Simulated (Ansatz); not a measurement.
HfB (rock salt, Fm-3m) at seven volumes, the program Ansatz at the LDA level (PAW), scaled uniformly. One row is withheld.

```tsv
V (Å³/atom)	P (GPa)
12.178	21.41
12.579	?
12.981	6.13
13.382	0.00
13.784	-5.29
14.185	-9.86
14.587	-13.80
```

Problem. Fit the shown pressures and predict the withheld one.

Solution. P = (3/2)B₀(x^(7/2) − x^(5/2))[1 + (3/4)(B′ − 4)(x − 1)] with x = (V₀/V)^(2/3). Least squares on the six rows gives V₀ = 13.382 Å³/atom, B₀ = 189 GPa, B′ = 3.86. At V = 12.579, x = 1.0421 and P = 13.18 GPa. The run itself gave 13.21 GPa.

The workflow started from an entry of the Crystallography Open Database (COD). Whether it is the stable phase at ambient conditions was not checked. Symmetry was held in the LDA relaxation; of distortions, only those at the zone centre were tested. The run is not spin-polarised. Scalar-relativistic: spin–orbit coupling is off unless named, which matters more the heavier the elements.

Potentials: the later of the program's two PAW sets.
